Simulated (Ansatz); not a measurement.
Ir (fcc (Cu type)), relaxed with PBEsol (Ansatz, a quantum-chemistry and plane-wave program, plane waves, PAW): a = 3.8303 Å, b = 3.8303 Å, c = 3.8303 Å, α = 90.00°, β = 90.00°, γ = 90.00°.

| Property | Value |
|---|---|
| B₀ by P(V) fit (GPa) | 386 |
| K_Hill (GPa) | 387 |
| G_Hill (GPa) | 244 |
| Θ_D (K) | 448 |

Q: The same phase is relaxed and computed with r²SCAN+D4 in the same code. What are the cell and these values now?

A: a = 3.8352 Å, b = 3.8352 Å, c = 3.8352 Å, α = 90.00°, β = 90.00°, γ = 90.00°.

B₀ by P(V) fit (GPa): 386
K_Hill (GPa): 387
G_Hill (GPa): 246
Θ_D (K): 450

All cells were relaxed under the symmetry of their starts (and spin orders); stability against distortions was not tested throughout. Rows with no word on spin ran without spin polarisation. Scalar-relativistic: spin–orbit coupling is off unless named, which matters more the heavier the elements.

Potentials: the later of the program's two PAW sets.

Ansatz is a plane-wave DFT program.
